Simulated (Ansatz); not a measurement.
Al₂Se₃O₁₂ in space group R-3 (No. 148; Pearson symbol hR34), the program Ansatz at the PBE level (PAW), all energies at zero smearing, with the estimated change up to a 700 eV cutoff added, with one set of potentials and settings (totals compare only within such a set). Cell of 34 atoms (4 Al, 6 Se, 24 O): -48566.877 eV.

| element | reference phase | E (eV/atom) |
|---|---|---|
| Al | Fm-3m, 1 atoms in the cell | -537.5049 |
| Se | P3_121, 3 atoms in the cell | -5469.0798 |
| O | C2/m, 4 atoms in the cell, spin-polarised | -565.0000 |

Formation energy per atom, worked out: (-48566.877 − 4×(-537.5049) − 6×(-5469.0798) − 24×(-565.0000))/34 = -1.246 eV/atom (-120 kJ per mol of atoms), at 0 K, without zero-point energy or fitted corrections.

The workflow started from a Materials Project entry (that database holds measured and hypothetical structures alike); the Crystallography Open Database copy checked does not list it. Whether it is the stable phase at ambient conditions was not checked. The cell was relaxed with PBE under the symmetry of its start; its stability against distortions is not shown here. The references are the lowest solids computed at this level, not always the standard phases (solids in place of the gases).

Potentials: the later of the program's two PAW sets.
